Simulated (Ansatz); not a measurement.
Relaxation of a relaxed TiC cell, doubled along one cell vector, shaken by Gaussian noise of σ = 0.08 Å a coordinate; 8 atoms in the cell, which starts as P1 (No. 1), aP8; a = 3.156 Å, b = 4.710 Å, c = 5.466 Å, α = β = γ = 90.00°. Computed with PBE (plane waves to 420 eV, PAW, scalar-relativistic; Ansatz, a first-principles code). Γ-centred k-mesh 4×8×5 on the run's cell (coarser than for final values), Fermi–Dirac smearing 0.05 eV. This is the first round of the run. 

The optimiser's lines from the output (shortened; P is positive under compression):

```
relax step   1: F+E_penalty+E_count = -11006.25544768 eV  Δ(F+E_penalty+E_count) = +0.000e0 eV  max|allowed force component| = 7.298e0 eV/Å  Δτ_max = 0.0000 Å  P = +8.857 GPa  Ω = 81.263 Å³  (9 SCF iters, dr2 threshold 1.00e-7 eV, accepted)
relax step   2: F+E_penalty+E_count = -11007.44801165 eV  Δ(F+E_penalty+E_count) = -1.193e0 eV  max|allowed force component| = 2.815e0 eV/Å  Δτ_max = 0.1659 Å  P = +5.159 GPa  Ω = 80.431 Å³  (8 SCF iters, dr2 threshold 8.00e-7 eV, accepted)
relax step   3: F+E_penalty+E_count = -11007.91602829 eV  Δ(F+E_penalty+E_count) = -4.680e-1 eV  max|allowed force component| = 1.123e-1 eV/Å  Δτ_max = 0.1062 Å  P = -1.265 GPa  Ω = 81.537 Å³  (7 SCF iters, dr2 threshold 8.00e-7 eV, accepted)
relax step   4: F+E_penalty+E_count = -11007.94589595 eV  Δ(F+E_penalty+E_count) = -2.987e-2 eV  max|allowed force component| = 1.186e-2 eV/Å  Δτ_max = 0.0067 Å  P = +0.429 GPa  Ω = 81.113 Å³  (6 SCF iters, dr2 threshold 8.00e-7 eV, accepted)
relax step   5: F+E_penalty+E_count = -11007.94641557 eV  Δ(F+E_penalty+E_count) = -5.196e-4 eV  max|allowed force component| = 1.206e-3 eV/Å  Δτ_max = 0.0017 Å  P = +0.078 GPa  Ω = 81.212 Å³  (6 SCF iters, dr2 threshold 8.00e-7 eV, accepted)
relax step   6: F+E_penalty+E_count = -11007.94639588 eV  Δ(F+E_penalty+E_count) = +1.969e-5 eV  max|allowed force component| = 2.640e-4 eV/Å  Δτ_max = 0.0002 Å  P = -0.001 GPa  Ω = 81.236 Å³  (6 SCF iters, dr2 threshold 3.05e-8 eV, accepted)
relax step   7: F+E_penalty+E_count = -11007.94654750 eV  Δ(F+E_penalty+E_count) = -1.516e-4 eV  max|allowed force component| = 2.638e-4 eV/Å  Δτ_max = 0.0000 Å  P = +0.013 GPa  Ω = 81.236 Å³  stress off target by 3.40e-2 GPa  SCF on the basis re-selected at this cell (its energy is not comparable with the rows above)  (8 SCF iters)
relax step   8: F+E_penalty+E_count = -11007.94654310 eV  Δ(F+E_penalty+E_count) = +4.398e-6 eV  max|allowed force component| = 3.585e-5 eV/Å  Δτ_max = 0.0000 Å  P = +0.001 GPa  Ω = 81.239 Å³  (6 SCF iters, dr2 threshold 2.88e-9 eV, accepted)
relax step   9: F+E_penalty+E_count = -11007.94654310 eV  Δ(F+E_penalty+E_count) = +0.000e0 eV  max|allowed force component| = 3.594e-5 eV/Å  Δτ_max = 0.0000 Å  P = +0.001 GPa  Ω = 81.239 Å³  stress off target by 1.35e-3 GPa  SCF on the basis re-selected at this cell (its energy is not comparable with the rows above)  (8 SCF iters)
```

From the first to the last row the energy changes by -0.21 eV/atom and the volume by 0.0 %. The last row is marked as not comparable with the walk above it, whose basis was carried along; it does compare with step 1, since both stand on a basis selected at the nominal cutoff for their own cell.

Later rounds, restarted from the end of this one on a renewed k-mesh, logged 4 more steps and released under 0.01 eV/atom more. The final structure after all rounds: P6₃/mmc (No. 194), hP4, NiAs type; a = 3.156 Å, b = 3.156 Å, c = 4.710 Å, α = 90.00°, β = 90.00°, γ = 120.00°. Between re-selections the logged energies stand on a plane-wave basis carried along with the cell. No spin polarisation in the result.

The relaxed structure here is a generated cell of TiC: the first start was made by placing the elements on the sites of a structure type, and the end was not matched to a known phase here, so it may be hypothetical. Known forms of TiC include space group No. 225.
